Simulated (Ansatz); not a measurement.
FeCo in space group Fd-3m (No. 227; Fe on 8b, Co on 8a), the program Ansatz at the PBEsol level (PAW), all energies at zero smearing, with the estimated change up to a 700 eV cutoff added, with one set of potentials and settings (totals compare only within such a set). Cell of 4 atoms (2 Fe, 2 Co): -19083.586 eV.

| element | reference phase | E (eV/atom) |
|---|---|---|
| Fe | Im-3m, 1 atoms in the cell, spin-polarised | -4448.8520 |
| Co | P6_3/mmc, 2 atoms in the cell, spin-polarised | -5092.9959 |

Formation energy per atom, worked out: (-19083.586 − 2×(-4448.8520) − 2×(-5092.9959))/4 = 0.028 eV/atom (3 kJ per mol of atoms), at 0 K, without zero-point energy or fitted corrections.

The cell is a constructed one: a structure type filled with these elements; neither database checked (COD, Materials Project) lists it. It is not the phase usual at ambient conditions (space group No. 221). The PBEsol relaxation kept the symmetry of its start; its stability against distortions is not shown here. Magnetic state: ferromagnetic, chosen from 4 collinear starts compared on coarse meshes (ties went to the first, and starts can fall back to one state), not a proven ground state. The references are the lowest solids computed at this level, not always the standard phases.

Potentials: the later of the program's two PAW sets.
